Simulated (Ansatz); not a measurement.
A relaxed structure of InP is spoiled in several ways and relaxed again each time (noise and exchanges are one random draw each; pressure is positive under compression). Level of theory: PBEsol (plane waves to 420 eV, PAW, scalar-relativistic; Ansatz, a program for electronic structure).

Space group F-43m (No. 216); a = b = c = 5.8788 Å, α = β = γ = 90.00°

```tsv
atom	site	symmetry	x	y	z
P	4c	-43m	0.2500	0.2500	0.2500
In	4a	-43m	0.0000	0.0000	0.0000
```
(The calculation used a cell of 2 atoms; values per cell refer to that cell.)

Problem. One start gave a first pressure of +9.1 GPa and released 0.27 eV/atom. Which change was it?
A) with every coordinate shifted by Gaussian noise of σ = 0.3 Å
B) deformed by the Cartesian strain tensor (xx, yy, zz, yz, xz, xy) = (-0.105, 0.001, 0.042, -0.072, -0.053, 0.040)
C) doubled along one cell vector, shaken by Gaussian noise of σ = 0.08 Å a coordinate

Solution. B, deformed by the Cartesian strain tensor (xx, yy, zz, yz, xz, xy) = (-0.105, 0.001, 0.042, -0.072, -0.053, 0.040). All starts:

| change | first pressure (GPa) | first V (Å³/atom) | released (eV/atom) | moves | outcome | final group | E − E(parent) (eV/atom) |
|---|---|---|---|---|---|---|---|
| with every coordinate shifted by Gaussian noise of σ = 0.3 Å | 11.4 | 25.40 | 0.89 | 4 | returns to the parent | F-43m | 0.000 |
| deformed by the Cartesian strain tensor (xx, yy, zz, yz, xz, xy) = (-0.105, 0.001, 0.042, -0.072, -0.053, 0.040) | 9.1 | 23.48 | 0.27 | 7 | returns to the parent | F-43m | 0.000 |
| doubled along one cell vector, shaken by Gaussian noise of σ = 0.08 Å a coordinate | 0.5 | 25.40 | 0.07 | 4 | returns to the parent | F-43m | 0.000 |

First-step values come from each run's starting, coarser k-mesh (7×7×7, 7×7×6, 7×4×7). The runs use different k-meshes, so differences are rounded accordingly. No spin polarisation in the result.
